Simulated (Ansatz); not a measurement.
Cl: a ladder of calculations

Cell of run 1: a Materials Project structure (computed, not necessarily an observed phase), atoms as given.

```xyz
4
Lattice="3.2642 -2.0575 0.0000 3.2642 2.0575 0.0000 0.0000 0.0000 8.4024" Properties=species:S:1:pos:R:3 pbc="T T T"
Cl    3.2642   -1.5862    5.0814
Cl    3.2642    1.5862    3.3210
Cl    3.2642   -0.4713    0.8802
Cl    3.2642    0.4713    7.5222
```

Sites (sets of like atoms) are named by element and the number of their first atom in this list.

All runs are DFT with Ansatz 0.2.0 (plane waves and PAW, scalar-relativistic unless spin–orbit coupling is named, Γ-centred meshes, Fermi–Dirac smearing where given) in this cell.

Run 1: PBE, atoms as given; 420 eV, 9×9×4 k-points, smearing 0.05 eV.
Run 2: r2SCAN, atoms as given; 500 eV, 9×9×4 k-points, smearing 0.05 eV.
Run 3: PBE, atoms as given; 300 eV, 9×9×4 k-points, smearing 0.05 eV; this cutoff lies below the one recommended for these PAW files.

Problem. What does each run give, and what moves the gradients most?

Solution. 

| run | Cl V_zz (η) |
| --- | --- |
| 1 | 53.8 (0.08) |
| 2 | 54.3 (0.06) |
| 3 | 53.9 (0.08) |

V_zz in 10²¹ V/m². Against run 1, the gradient tensors on these sites move by at most 0.58 in run 2 (Cl), 0.03 in run 3 (Cl). Taken one at a time, the functional (r2SCAN with its higher cutoff) moves the tensors on these sites by up to 0.58 (largest principal value of the change, on Cl), the cutoff by 0.03 (Cl).

In runs 1, 3 the atoms aren't at the calculated equilibrium (largest force 0.47, 0.48 eV/Å).
